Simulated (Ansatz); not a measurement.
Recipe of this trial structure of MgSn₂N₂: random cell by space group and Wyckoff sites (R-3m, No. 166). Lengths were set from tabulated atomic sizes, so they are only a guess.

```
Mg Sn N
1.0
     2.63770    1.52288    4.67901
    -2.63770    1.52288    4.67901
     0.00000   -3.04576    4.67901
Mg Sn N
1 2 2
Direct
  0.00000 0.00000 0.00000
  0.32250 0.32250 0.32250
  0.67750 0.67750 0.67750
  0.15936 0.15936 0.15936
  0.84064 0.84064 0.84064
```

The calculation used DFT PBE, scalar-relativistic, plane waves, PAW (Ansatz). Cutoff 420 eV, Gaussian smearing, Γ-centred meshes. Cell and atoms relax first on a coarse mesh and then on a converged one. In between, the cell is made exact in the group found at 0.06 Å. The steps can't lower the symmetry of their start. No spin polarisation.

A guess keeps its type if space group and coordination stay and the shape of the cell changes little (axis ratios within about 15 %, angles within 6°); the volume may change.

Question: Will the relaxed cell still be of the starting type?

Answer: It doesn't keep its type. The symmetry stays R-3m (No. 166). The volume per atom shrinks by 19.6 %, from 22.6 to 18.1 Å³. The shortest distance goes from 2.24 Å (Mg–N) to 2.04 Å (Mg–N). The ratio c/a of the conventional cell changes by a factor of 1.61. Counting neighbours within 15 % of an atom's shortest distance, the start has Mg 2, N 2, Sn 1 and the end Mg 2, N 2, Sn 4. In detail, at the end Mg is surrounded by 2 N at 2.04 Å and 6 Sn at 3.01 Å; Sn has 1 N at 2.14 Å, 3 N at 2.42 Å and 3 Mg at 3.01 Å; N is surrounded by 1 Mg at 2.04 Å, 1 Sn at 2.14 Å and 3 Sn at 2.42 Å.

```cif
data_structure
_symmetry_space_group_name_H-M 'R-3m:H'
_symmetry_Int_Tables_number 166
_cell_length_a 4.1807
_cell_length_b 4.1807
_cell_length_c 17.9621
_cell_angle_alpha 90.000
_cell_angle_beta 90.000
_cell_angle_gamma 120.000
_cell_volume 271.88
loop_
_atom_site_label
_atom_site_type_symbol
_atom_site_symmetry_multiplicity
_atom_site_Wyckoff_symbol
_atom_site_fract_x
_atom_site_fract_y
_atom_site_fract_z
_atom_site_occupancy
Mg1 Mg 3 a 0.00000 0.00000 0.00000 1
Sn1 Sn 6 c 0.33333 0.66667 0.89950 1
N1 N 6 c 0.33333 0.66667 0.78016 1
```

Energies over the elements count from the elements' standard structures at the same level (N₂ as a molecule), with no fitted energy shifts. The references include grey tin.

Question: At what energy does it end?

Answer: +0.259 eV/atom. A positive value: parting into the elements would lower its energy.

The last run used a 12×12×12 mesh for its 5-atom cell and Gaussian smearing of 0.02 eV. Symmetry constrained the relaxation, so the result can be a saddle point. Another cell of MgSn2N2 relaxed alike, in P3m1, lies 13 meV/atom lower, so this cell isn't the stable form at this level.
